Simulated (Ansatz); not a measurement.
Relaxed-ion elastic tensor of B (α-B12, space group No. 166) in GPa (Voigt order), the program Ansatz at the PBEsol level (PAW); density 2.51 g/cm³, 7.15 Å³ per atom.

```
  471    113   46.8   25.1    0.0    0.0
  113    471   46.8  -25.1    0.0    0.0
 46.8   46.8    611    0.0    0.0    0.0
 25.1  -25.1    0.0    206    0.0    0.0
  0.0    0.0    0.0    0.0    206   25.1
  0.0    0.0    0.0    0.0   25.1    179
```

Task: Is the crystal mechanically stable?

Result: Yes: the smallest eigenvalue of C is 164 GPa.

Task: Work out the Voigt, Reuss and Hill averages.

Result: K_V = 219, K_R = 218, K_H = 218; G_V = 208, G_R = 200, G_H = 204 GPa.

Task: Give Young's modulus, Poisson's ratio, Pugh's ratio and the universal anisotropy index.

Result: E = 9KG/(3K + G) = 467 GPa; ν = 0.14; K/G = 1.07 (brittle by the Pugh limit of 1.75); A_U = 5G_V/G_R + K_V/K_R − 6 = 0.19.

Task: Estimate the sound speeds and the Debye temperature.

Result: v_l = √((K + 4G/3)/ρ) = 14000 m/s, v_t = √(G/ρ) = 9020 m/s, mean 9900 m/s; Θ = (h/k)(3n/4πV)^(1/3) v_m = 1530 K.

Task: Solve the Christoffel equation for the three sound speeds along x, y, z.

Result: Eigenvalues of C_ijkl n_j n_l equal ρv². In km/s, slowest first: x 8.09, 9.38, 13.70; y 8.45, 9.01, 13.74; z 9.06, 9.06, 15.60.

Task: How much does each axis shrink under pressure?

Result: Linear compressibilities β_i = Σ_j S_ij (j = 1 to 3): x 1.6, y 1.6, z 1.4 per TPa.

Space group R-3m (α-B12). The PBEsol relaxation kept the symmetry of its start.

Potentials: the later of the program's two PAW sets.
